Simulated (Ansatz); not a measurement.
# Zone-centre phonons of ZrSc at 6 GPa: input and output

Method: Ansatz, DFT LDA, scalar-relativistic, plane waves, PAW.

It can be run as:
```bash
ansatz run input.yaml --threads 1 --pin off --backend cpu --events-out ev --progress --plain --runs-dir out  # memory cap (--max-ram) not shown
```

Input (bare energies are in eV):
```yaml
crystal:
  lattice:
    - [3.10062941, 0.0, 0.0]
    - [-1.550314705, 2.6852238368, 0.0]
    - [0.0, 0.0, 4.9505705893]
  atoms:
    - { symbol: Zr, position: [0.6666666667, 0.3333333333, 0.0] }
    - { symbol: Sc, position: [0.0, 0.0, 0.5] }
basis:
  ecutwfc: 420
kpoints:
  mp_grid: { grid: [15, 15, 8] }
hamiltonian:
  xc: lda
scf:
  occupations: { method: fermi_dirac, width: 0.15 }
output:
  eigenvalues: true
phonons:
  method: dfpt
  eigenvectors: true
```

The end of the output:
```
--- Phonons (Γ-DFPT): 4 representative perturbations + reference, on 320 of 1800 k-points (Σ response iterations 12) ---
  k mesh reduced under 4 symmetry operations, with k and −k counted as one. Each operation leaves every solved displacement unchanged or reverses it
  ASR residual: 2.727e-3 → 0.000e0 eV/Å²; symmetrization residual: 1.365e-6 eV/Å²
  ASR residual per site (eV/Å²): 1.05e-3 2.73e-3
  Γ frequencies (cm⁻¹): 0.00 0.00 0.00 98.57 98.57 195.08
  non-analytic LO–TO correction: not included (Born effective charges unavailable; polar crystals: no LO–TO splitting at Γ)
```

In a metal, frequencies and elastic constants depend on the k mesh and the smearing, soft modes and shear constants most. Other phases may be more stable at this pressure.